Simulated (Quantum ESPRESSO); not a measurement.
pw.x input (Quantum ESPRESSO 7.5; PBEsol, PseudoDojo standard norm-conserving files, scalar-relativistic):

```
&CONTROL
  calculation = 'scf'
  pseudo_dir = './pseudo'
  outdir = './out'
  tprnfor = .true.
  tstress = .true.
/
&SYSTEM
  ibrav = 0
  nat = 2
  ntyp = 2
  ecutwfc = 88.0
  ecutrho = 352.0
  occupations = 'smearing'
  smearing = 'fd'
  degauss = 0.002
  nbnd = 9
/
&ELECTRONS
  conv_thr = 2e-10
/
ATOMIC_SPECIES
Be 9.0122 Be.upf
S 32.0600 S.upf
CELL_PARAMETERS angstrom
  0.000000000000   2.419902098000   2.419902098000
  2.419902098000   0.000000000000   2.419902098000
  2.419902098000   2.419902098000   0.000000000000
ATOMIC_POSITIONS crystal
Be   0.000000000000   0.000000000000   0.000000000000
S   0.250000000000   0.250000000000   0.250000000000
K_POINTS automatic
10 10 10 0 0 0
```

End of the output:

```
     total energy              =     -49.96146621 Ry
     estimated scf accuracy    <       0.00000408 Ry
     total energy              =     -49.96146698 Ry
     estimated scf accuracy    <       0.00000004 Ry
     total energy              =     -49.96146701 Ry
     estimated scf accuracy    <          1.4E-09 Ry
[...]
     the Fermi energy is     6.4077 ev
!    total energy              =     -49.96146701 Ry
     estimated scf accuracy    <          3.1E-11 Ry
     smearing contrib. (-TS)   =      -0.00000000 Ry
     internal energy E=F+TS    =     -49.96146701 Ry
     The total energy is F=E-TS. E is the sum of the following terms:
     one-electron contribution =     -16.08278543 Ry
     hartree contribution      =       7.50790663 Ry
     xc contribution           =     -11.11011237 Ry
     ewald contribution        =     -30.27647584 Ry
     convergence has been achieved in   7 iterations
     Forces acting on atoms (cartesian axes, Ry/au):
     atom    1 type  1   force =    -0.00000000    0.00000000   -0.00000000
     atom    2 type  2   force =     0.00000000   -0.00000000    0.00000000
     Total force =     0.000000     Total SCF correction =     0.000000
     Computing stress (Cartesian axis) and pressure
          total   stress  (Ry/bohr**3)                   (kbar)     P=       -0.08
  -0.00000058   0.00000000   0.00000000           -0.08        0.00        0.00
   0.00000000  -0.00000058   0.00000000            0.00       -0.08        0.00
   0.00000000   0.00000000  -0.00000058            0.00        0.00       -0.08
```
In a gapped system the printed Fermi energy is only some level inside the gap.

Geometry relaxed with PBEsol.
